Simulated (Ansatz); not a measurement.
HfTeS:
```yaml
crystal:
  lattice:
    - [3.81273, 0.00000, 0.00000]
    - [-1.90637, 3.30192, 0.00000]
    - [0.00000, 0.00000, 6.45866]
  atoms:
    - { symbol: Hf, position: [0.33333, 0.66667, 0.03005] }
    - { symbol: Te, position: [0.00000, 0.00000, 0.74146] }
    - { symbol: S, position: [0.66667, 0.33333, 0.22848] }
```

Relaxed with r²SCAN+D4. Independent-particle spectrum: no excitons, no local fields, no scissors shift; 0.1 eV broadening; ε₁ of the summed bands alone.

**Question.** Tabulate the dielectric function from r²SCAN+D4 in the plane-wave PAW code Ansatz.

**Answer.** 

```tsv
E (eV)	ε₁ xx	ε₂ xx	ε₁ zz	ε₂ zz
0.0	17.40	0.00	8.04	0.00
0.5	19.07	0.00	8.17	0.00
1.0	23.75	10.37	8.65	0.06
1.5	26.96	15.63	9.63	0.23
2.0	-8.91	19.04	12.44	3.17
2.5	-1.15	6.04	8.19	5.02
3.0	2.08	4.11	7.92	4.80
3.5	4.70	3.96	7.78	5.16
4.0	5.93	5.43	6.99	5.43
4.5	4.43	7.60	7.71	7.47
5.0	5.10	7.38	5.92	9.13
5.5	4.38	7.70	4.39	7.09
6.0	2.15	10.34	1.46	8.74
6.5	-1.50	6.82	1.70	4.70
7.0	-1.19	5.08	3.67	5.94
7.5	-0.11	3.41	2.54	8.31
8.0	-0.54	6.46	-0.11	11.43
8.5	-2.06	5.09	-4.99	6.62
9.0	-1.12	3.36	-2.98	4.17
9.5	-1.12	3.36	-2.68	2.54
10.0	-1.19	3.36	-1.50	2.12
10.5	-1.48	2.09	-1.00	1.66
11.0	-0.87	2.08	-0.68	2.21
11.5	-0.83	2.18	-0.58	2.12
12.0	-0.73	2.19	-0.68	2.12
```

**Question.** From ε at 1.8 eV (xx: 4.06 + 37.33i), find n, k, the normal reflectivity and the absorption coefficient.

**Answer.** n = 4.56, k = 4.092, R = 62 %, α = 2kE/ħc = 750000 cm⁻¹.

With all bands, ε∞ without local fields is 17.5 (xx = yy), 8.12 (zz).

Space group P3m1. The first step of the workflow began from a Materials Project structure, measured or hypothetical; the Crystallography Open Database copy checked does not list it. Its standing as an ambient phase is unchecked. Symmetry was held in the r²SCAN+D4 relaxation; whether a distortion lowers the energy is not shown. No spin polarisation was allowed. Scalar-relativistic: spin–orbit coupling is off unless named, which matters more the heavier the elements.

Potentials: the later of the program's two PAW sets.
